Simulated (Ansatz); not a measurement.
Given:

CoZr$_{4}$S$_{8}$:
```
CELL_PARAMETERS angstrom
      7.11374     0.00000     0.00000
     -3.55687     6.16068     0.00000
      0.00000     0.00000     5.68789
ATOMIC_POSITIONS crystal
  S  0.32995 0.16498 0.72810
  S  0.33333 0.66667 0.73938
  S  0.83502 0.16498 0.72810
  S  0.83502 0.67005 0.72810
  Zr 0.00000 0.00000 0.00000
  Zr 0.00000 0.50000 0.00000
  Zr 0.50000 0.00000 0.00000
  Zr 0.50000 0.50000 0.00000
  S  0.16498 0.32995 0.27190
  S  0.16498 0.83502 0.27190
  S  0.66667 0.33333 0.26062
  S  0.67005 0.83502 0.27190
  Co 0.00000 0.00000 0.50000
```
The run is spin-polarised, in the one order tried: ferromagnetic.

This is the PBE+D3(BJ)-relaxed structure.

Question: All from DFT-PBE+D3(BJ) in the program Ansatz with PAW potentials, unless another level is named. Predict the Bader charges.

Answer: S -1.04, Zr +1.91 to +1.94, Co +0.61 e.

Question: Next, the net moment?

Answer: 0.10 μB per atom.

Space group P-3m1. The cell is a constructed one: a structure type filled with these elements; neither database checked (COD, Materials Project) lists it. Its standing as an ambient phase is unchecked. The PBE+D3(BJ) relaxation kept the symmetry of its start; its stability against distortions is not shown here. Spin order of the final state: ferromagnetic, the only order run, not a proven ground state. No Hubbard U is applied.

Potentials: the later of the program's two PAW sets.
